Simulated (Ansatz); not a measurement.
This cell of MoSe$_{2}$ (2H-MoS2 type, space group P6_3/mmc) is off equilibrium:

```xyz
6
Lattice="3.4045 0.0000 0.0000 -1.7023 2.9484 0.0000 0.0000 0.0000 11.6395" Properties=species:S:1:pos:R:3 pbc="T T T"
Mo     0.0000     1.9656     2.9099
Mo     1.7023     0.9828     8.7296
Se     0.0000     1.9656     7.1993
Se     1.7023     0.9828     1.3795
Se     1.7023     0.9828     4.4403
Se     0.0000     1.9656    10.2600
```

All values below come from PBE-D3(BJ) (plane waves to 420 eV, PAW, scalar-relativistic; Ansatz, an electronic-structure program). k mesh 12×12×3 (Γ-centred), Fermi-Dirac smearing 0.05 eV. The energy includes the smearing's −TS. Stress and pressure are positive under compression. As the atoms are clamped, bonds stretch with the cell, which overstates energies and stresses. As the smearing reaches across the gap at some points, the response to shear is sensitive to the k mesh, so small differences along c/a are uncertain. MoSe2 is run without spin polarisation. MoSe2 was relaxed with its symmetry unable to fall.

### Question
Give the stress tensor in GPa and the pressure.

### Answer
```
   -2.0      0.0      0.0
    0.0     -2.0      0.0
    0.0      0.0     17.4
```
The pressure, a third of the trace, is 4.4 GPa.

### Question
It is the relaxed cell deformed to V/V₀ = 0.987, (c/a)/(c/a)₀ = 0.880, c along z, fractional positions held. What is its energy relative to the relaxed cell?

### Answer
108 meV/atom.

(A scan under strain: stresses follow from slopes of the energy per volume, elastic moduli from its curvatures.)
